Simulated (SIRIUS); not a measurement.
SIRIUS run on CoSi2 (Fm-3m, 12 atoms in the cell; from Materials Project mp-2379): self-consistent single point.

Level of theory: PBE, PseudoDojo 0.5 standard norm-conserving PBE (tails mended) pseudopotentials (plane waves; SIRIUS).

```yaml
crystal:
  lattice:
    - [5.31284, 0.00000, 0.00000]
    - [0.00000, 5.31284, 0.00000]
    - [0.00000, 0.00000, 5.31284]
  atoms:
    - { symbol: Co, position: [0.00000, 0.00000, 0.00000] }
    - { symbol: Co, position: [0.00000, 0.50000, 0.50000] }
    - { symbol: Co, position: [0.50000, 0.00000, 0.50000] }
    - { symbol: Co, position: [0.50000, 0.50000, 0.00000] }
    - { symbol: Si, position: [0.25000, 0.25000, 0.75000] }
    - { symbol: Si, position: [0.25000, 0.75000, 0.75000] }
    - { symbol: Si, position: [0.25000, 0.75000, 0.25000] }
    - { symbol: Si, position: [0.25000, 0.25000, 0.25000] }
    - { symbol: Si, position: [0.75000, 0.25000, 0.25000] }
    - { symbol: Si, position: [0.75000, 0.75000, 0.25000] }
    - { symbol: Si, position: [0.75000, 0.75000, 0.75000] }
    - { symbol: Si, position: [0.75000, 0.25000, 0.75000] }
```

Reference input (self-consistent single point, DFT, PBE, plane waves, PseudoDojo 0.5 standard norm-conserving PBE (tails mended) pseudopotentials): parameters.ngridk = 7 7 7; parameters.xc_functionals = [XC_GGA_X_PBE, XC_GGA_C_PBE]; parameters.gk_cutoff = 9.798 1/bohr; parameters.pw_cutoff = 19.596 1/bohr; parameters.smearing = fermi_dirac; parameters.smearing_width = 0.00367493 Ha; potentials = PseudoDojo 0.5 standard norm-conserving PBE (tails mended) pseudopotentials; parameters.electronic_structure_method = pseudopotential; parameters.num_bands = 60; parameters.num_mag_dims = 0; parameters.num_dft_iter = 100; parameters.energy_tol = 1e-07 Ha. This run's input differs from it in these lines:

```diff
@@ -16,3 +16,3 @@
     "pw_cutoff": 19.596,
-    "ngridk": [7, 7, 7],
+    "ngridk": [2, 2, 2],
     "smearing": "fermi_dirac",
```

Log, with long lists cut:

```
[find] density tolerance         : 1e-06
[find] total energy tolerance    : 1e-07
[find] iter_solver_tol (initial) : 0.01
[find] iter_solver_tol (target)  : 1e-13
[find] num_dft_iter              : 100
Charges and magnetic moments
--------------------------------------------------------------------------------
total charge          : 100.000000
[find] | SCF iteration   0 out of 100|
[diagonalize] iterative solver tolerance (occupied, empty): 0.01 0.01
[diagonalize] average number of iterations: 3
[find] Charges and magnetic moments
[find] total charge          : 100.000000
[find] Energy
   [... lines left out ...]

[find] Charges and magnetic moments
[find] total charge          : 100.000000
[find] Energy
[find] smearing (-TS)                 :      -0.00660575
[find] Total energy                   :    -646.15365022 (Ha),   -1292.30730043 (Ry)
[find] Free energy (E-TS)             :    -646.16025597 (Ha),   -1292.32051193 (Ry)
[find] band gap (eV)                  :       0.00000000
[find] Efermi                         :       0.49005965
[find] iteration : 35, RMS (target) : 4.9166e-07 (1.0000e-06) , energy difference (target) : 6.3472e-09 (1.0000e-07)
[find] bands are converged : true
[find] iterative solver converged : false
[find] converged after 36 SCF iterations!
[find] Charges and magnetic moments
[find] total charge          : 100.000000
[find] Energy
[find] smearing (-TS)                 :      -0.00660575
[find] Total energy                   :    -646.15365022 (Ha),   -1292.30730043 (Ry)
[find] Free energy (E-TS)             :    -646.16025597 (Ha),   -1292.32051193 (Ry)
[find] band gap (eV)                  :       0.00000000
[find] Efermi                         :       0.49005965
[ground_state] === stress tensor components [kbar] ===
[ground_state] === stress_total ===
[ground_state]   -55.200688    0.000000   -0.000000
[ground_state]     0.000000  -55.200688   -0.000000
[ground_state]    -0.000000   -0.000000  -55.200688
[ground_state] ==== total Forces in Ha/bohr =====
[ground_state] atom:    0, force:       0.0000000      0.0000000      0.0000000
   [... zero for the other atoms too ...]
```

The run converged in 36 iterations. SIRIUS prints the stress tensor with tension positive. Against the reference run the free energy rises by 91.0 meV/atom and the pressure goes from 5.22 to 5.52 GPa.

The run has no spin polarisation, so moments on Co cannot form. This run is one point of a test of settings, so its values need not be converged; read them against the reference run alone. The structure comes from a collection of computed structures, made at another level of theory; the collection holds predicted forms beside known ones. No clean gap shows at this smearing width and mesh (spacing up to 0.59 Å⁻¹); the mesh is coarse for partly filled bands, so the values carry mesh errors.

Cost on one core: roughly 2.4 core-minutes.

“Tails mended”: in these copies of the files the far tail of each local potential was reset to the Coulomb form.
